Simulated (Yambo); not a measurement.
A G0W0@PBEsol run in Yambo for LiNbO3 (space group R-3, No. 148) (2×2×2 Γ-centred k mesh, bands 5 to 182 and a 7 Ry block in the screening, 182 bands in G with the Bruneval-Gonze terminator, plasmon pole fitted at 27.2 eV) gives these matrix elements, in eV, at the band edges (F → F):

```json
[
 {"state": "valence edge", "E0": "0.000", "<Vxc>": "-19.556", "<Σx>": "-24.577", "<Σc(E0)>": "4.338", "Z": "0.776"},
 {"state": "conduction edge", "E0": "3.843", "<Vxc>": "-17.075", "<Σx>": "-11.384", "<Σc(E0)>": "-4.095", "Z": "0.810"}
]
```

Question: Solve the linearised quasiparticle equation for both states, give the gap, and say how exchange and correlation each act on it.

Answer: E = E0 + Z(Σx + Σc − Vxc). Valence: 0.000 + 0.776 × (-24.577 + (4.338) − (-19.556)) = -0.53 eV. Conduction: 3.843 + 0.810 × (-11.384 + (-4.095) − (-17.075)) = 5.14 eV. The gap is 5.67 eV, against 3.84 eV in PBEsol. Replacing Vxc by bare exchange alone would open it by 10.71 eV; correlation takes back 8.43 eV of that, and Z scales what is left. Nearest settings tried, and what they do to the gap: 121 bands in G: +16 meV; 121 bands in W, 121 bands in G: +58 meV; 6 Ry block (205 vectors against 265): -8 meV. Not varied: mesh. So the settings aren't converged at that level. The k mesh is coarse. The mesh misses a band edge: along a dense path the PBEsol gap is 3.79 eV against 3.84 eV on the mesh. Spin-orbit splittings are left out.

Geometry of the Materials Project entry, not relaxed at this level; primitive cell a = b = c = 5.727 Å, α = β = γ = 54.96°.

This is not the ordinary phase of the substance.
